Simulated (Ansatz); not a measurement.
NbAs:
```yaml
crystal:
  lattice:
    - [1.67557, -4.78609, 0.00000]
    - [1.67557, 4.78609, 0.00000]
    - [0.00000, 0.00000, 4.48844]
  atoms:
    - { symbol: As, position: [0.61923, 0.38077, 0.75000] }
    - { symbol: As, position: [0.38077, 0.61923, 0.25000] }
    - { symbol: Nb, position: [0.90660, 0.09340, 0.75000] }
    - { symbol: Nb, position: [0.09340, 0.90660, 0.25000] }
```

Relaxed with PBE. Special points in fractions of this cell's reciprocal vectors: Γ (0.000, 0.000, 0.000); Y (-0.500, 0.500, 0.000); C0 (-0.281, 0.719, 0.000); Σ0 (0.281, 0.281, 0.000); Z (0.000, 0.000, 0.500); A0 (0.281, 0.281, 0.500); E0 (-0.281, 0.719, 0.500); T (-0.500, 0.500, 0.500); S (0.000, 0.500, 0.000); R (0.000, 0.500, 0.500).

Q: List the band energies nearest the Fermi level at these points for PBE in the plane-wave PAW code Ansatz.

A: In eV from the Fermi level; about four levels below and three above (degenerate sets whole), none deeper than 8.9 eV; points with the same levels are listed once.

```
k                     below                above
--  -----------------------  -------------------
Γ   -1.46 -1.43 -0.54 -0.21       0.96 1.44 1.60
Y   -0.96 -0.41 -0.09 -0.01       0.88 1.74 2.74
C0  -3.82 -2.94 -2.33 -1.15       0.49 0.81 1.47
Z   -2.50 -2.50 -1.46 -1.46  1.70 1.70 1.91 1.91
A0  -2.11 -2.11 -0.90 -0.90  0.63 0.63 1.26 1.26
T   -2.00 -2.00 -1.48 -1.48  1.17 1.17 2.32 2.32
S   -4.56 -2.87 -1.55 -1.07       0.99 1.28 1.61
R   -2.62 -2.62 -1.11 -1.11  0.87 0.87 1.87 1.87
```

Space group Cmcm. A made-up cell: these elements were put on the sites of a structure type; neither database checked (COD, Materials Project) lists it. COD files the formula under space group No. 109, so this cell is another polymorph or a model. Whether it is the stable phase at ambient conditions was not checked. The PBE relaxation kept the symmetry of its start; its stability against distortions is not shown here. The run is not spin-polarised. Scalar-relativistic: spin–orbit coupling is off unless named, which matters more the heavier the elements.

Potentials: the later of the program's two PAW sets.
